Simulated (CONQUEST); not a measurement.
CONQUEST run on Si₂W (I4/mmm, 6 atoms in the cell; from Materials Project mp-1620, lattice scaled a little): self-consistent single point.

All values come from this method and carry its errors: CONQUEST 1.3 with PBE, numerical atomic orbitals double-zeta with polarisation (the shipped basis), PseudoDojo norm-conserving potentials made for PBE.

```xyz
6
Lattice="3.2337 0.0000 0.0000 0.0000 3.2337 0.0000 0.0000 0.0000 7.8481" Properties=species:S:1:pos:R:3 pbc="T T T"
Si     0.0000     0.0000     2.6290
Si     1.6168     1.6168     1.2950
Si     1.6168     1.6168     6.5531
Si     0.0000     0.0000     5.2191
W      0.0000     0.0000     0.0000
W      1.6168     1.6168     3.9240
```

Reference input (self-consistent single point, DFT, PBE, numerical atomic orbitals double-zeta with polarisation (the shipped basis), PseudoDojo norm-conserving potentials made for PBE): basis = DZP; Diag.MPMeshX, Y, Z = 12 12 5; potentials = PseudoDojo norm-conserving PBE; Grid.GridCutoff = 140 Ha; DM.SolutionMethod = diagon; Diag.kT = 0.001837 Ha; Diag.GammaCentred = true; minE.SCTolerance = 1.0e-06; SC.MaxIters = 100; SC.LinearMixingFactor = 0.3; SC.KerkerPreCondition = true; SC.KerkerFactor = 0.5 1/bohr. This run's input differs from it in these lines:

```diff
@@ -17,5 +17,5 @@
 Diag.MPMesh                    T
-Diag.MPMeshX                   12
-Diag.MPMeshY                   12
-Diag.MPMeshZ                   5
+Diag.MPMeshX                   3
+Diag.MPMeshY                   3
+Diag.MPMeshZ                   1
 Diag.GammaCentred              T
```

The program printed (abridged):

```
    new_SC_potl: Starting.  Tolerance:  0.10000E-05

    PulayMixSC: Starting Pulay mixing, A_up =  0.300 A_dn =  0.300
    PulayMixSC: Spin non-polarised calculation.
    PulayMixSC: with Kerker preconditioning, q0 =  0.500
          Harris-Foulkes Energy            :      -168.638773507836959 Ha
          GroundState Energy (E-(1/2)TS)   :      -168.638775111984899 Ha
          Free Energy (E-TS)               :      -168.638776716132867 Ha
          DFT Total Energy                 :      -168.628304435734663 Ha
          Total number of electrons        :        43.999999999997740
   [... lines left out ...]
          Total number of electrons        :        44.000051979436890
    PulayMixSC: Pulay iteration    15 residual:              0.11169E-05
          Harris-Foulkes Energy            :      -168.630590186624318 Ha
          GroundState Energy (E-(1/2)TS)   :      -168.630597545858137 Ha
          Free Energy (E-TS)               :      -168.630604905091985 Ha
          DFT Total Energy                 :      -168.630590185908005 Ha
          Total number of electrons        :        44.000057017935497
    PulayMixSC: Pulay iteration    16 residual:              0.31532E-06
    PulayMixSC: Reached SCF tolerance of  0.31532E-06 after     16 iterations
      | Number of electrons      =        44.000057
      |* band energy as 2Tr[K.H] =       -42.728780972667920 Ha
      |  screened ion-ion energy =      -116.320934943755844 Ha
      |  Ha correction           =         0.339005721239060 Ha
      |  XC correction           =        -9.919881537228857 Ha
      | GS Energy as E-(1/2)TS   =      -168.630597545858137 Ha
      | Free Energy as E-TS      =      -168.630604905091985 Ha
      |* Harris-Foulkes energy   =      -168.630590186624318 Ha
      |* DFT total energy        =      -168.630590185908005 Ha
      |  estimated accuracy      =        -0.000000000716312 Ha

    force: Forces on atoms (Ha/a0)
    force:  Atom   X              Y              Z
   [... lines left out ...]
    force:     6  -0.0000000000  -0.0000000000   0.0000000000

    force: Maximum force :        0.00606191(Ha/a0) on atom         3 in z direction
    force: Force Residual:        0.00494953 Ha/a0
    force: Total stress:         -7.58526503    -7.58526503    -4.84323280 GPa
    force: Average pressure:      6.67125429 GPa

    force: Finished force
    get_E_and_F: Change in energy during last step of electronic optimisation:  0.19280E-06
```

The run converged in 16 iterations. CONQUEST prints the stress tensor with tension positive. Against the reference run the free energy rises by 118 meV/atom, the pressure goes from 3.61 to 6.67 GPa and the largest force goes from 0.116 to 0.312 eV/Å.

Spin-orbit coupling is left out, which matters for bands and gaps with elements this heavy. The program uses no crystal symmetry, so grid and mesh can part values that symmetry would make equal. The atom-centred basis is finite, which shifts total energies, pressures and forces against plane waves. This run is one point of a test of settings, so its values need not be converged; read them against the reference run alone. The structure comes from a collection of computed structures, made at another level of theory; the collection holds predicted forms beside known ones. Its lattice was then scaled.

Cost on one core: very roughly 60 core-seconds.
